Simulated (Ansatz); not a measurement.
# Energy landscape near a CaHClO structure

These are results of DFT r2SCAN, scalar-relativistic, plane waves, PAW in Ansatz 0.2.0, not measurements.

Cutoff 500 eV; k points 6×6×4 on the computed 8-atom cell (Γ-centred); Gaussian smearing, width 0.02 eV; no spin polarisation.

Reference cell:

```
Ca H Cl O
1.0
     3.86984    0.00000    0.00000
    -1.93492    3.35138    0.00000
     0.00000    0.00000    9.80983
Ca H Cl O
2 2 2 2
Cartesian
  0.0000 2.2343 0.0007
  1.9349 1.1171 4.9056
  0.0000 0.0000 1.6376
  0.0000 0.0000 6.5425
  0.0000 2.2343 3.1064
  1.9349 1.1171 8.0114
  0.0000 0.0000 0.6683
  0.0000 0.0000 5.5732
```

Each variant moves atoms of this cell by the vectors given, if any (Å), and then applies a symmetric strain (tensor components, Cartesian axes). The reference cell isn't relaxed at this level. Energies are per atom at zero smearing, counted from the reference cell. Pressure is positive in compression.

1. strain (xx yy zz yz xz xy, %) -3.56 -2.39 0.03 1.14 1.03 -0.12; moves: Ca1 (0.192, -0.090, 0.007); Ca2 (-0.090, 0.227, -0.232); H3 (-0.185, -0.261, 0.007); H4 (0.006, 0.170, 0.153); Cl5 (-0.059, 0.085, 0.197); Cl6 (0.054, 0.000, -0.127); O7 (0.199, 0.102, -0.024); O8 (-0.119, -0.232, 0.019)
2. no strain; moves: Ca1 (0.225, 0.000, 0.000)
3. strain (xx yy zz yz xz xy, %) -1.54 -5.24 -2.85 2.44 0.60 3.00; moves: Ca1 (0.049, 0.081, -0.074); Ca2 (-0.033, -0.017, 0.043); H3 (0.021, 0.028, 0.045); H4 (-0.071, -0.020, -0.094); Cl5 (-0.080, -0.072, -0.006); Cl6 (0.141, 0.032, -0.002); O7 (-0.059, -0.017, 0.084); O8 (0.033, -0.016, 0.003)
4. strain (xx yy zz yz xz xy, %) -2.43 -1.12 -1.53 0.40 0.55 -1.00; moves: Ca1 (-0.052, 0.166, -0.120); Ca2 (0.189, -0.150, 0.147); H3 (-0.128, 0.268, -0.035); H4 (-0.090, -0.071, -0.110); Cl5 (-0.151, -0.044, 0.201); Cl6 (0.143, -0.051, -0.064); O7 (0.247, 0.088, 0.117); O8 (-0.159, -0.206, -0.136)
5. strain (xx yy zz yz xz xy, %) 0.02 0.02 -5.98 0.00 0.00 0.00; moves: Ca1 (0.000, 0.000, 0.009); Ca2 (0.000, 0.000, 0.007); H3 (0.000, 0.000, 0.055); H4 (0.000, 0.000, 0.003); Cl5 (0.000, 0.000, -0.009); Cl6 (0.000, 0.000, -0.061); O7 (0.000, 0.000, -0.012); O8 (0.000, 0.000, 0.009)
6. no strain; moves: H3 (0.000, 0.000, 0.090)

The reference cell has pressure -0.35 GPa, largest force 0.167 eV/Å and gap 6.12 eV.

```tsv
result	ΔE (meV/atom)	P (GPa)	largest force (eV/Å)	gap on mesh (eV)
A	25.5	3.94	3.65	6.41
B	115.2	10.58	8.26	6.08
C	189.0	8.04	4.42	4.88
D	21.8	-1.77	3.37	6.02
E	18.0	0.32	1.36	6.08
F	340.5	3.07	6.88	4.86
```

(1) Which variant gave which result?

Answers

(1) A is 5, B is 3, C is 4, D is 6, E is 2, F is 1.

Cost: 7 runs of about 6.9 core-minutes in all, on Arm Neoverse V1 (shared hosts).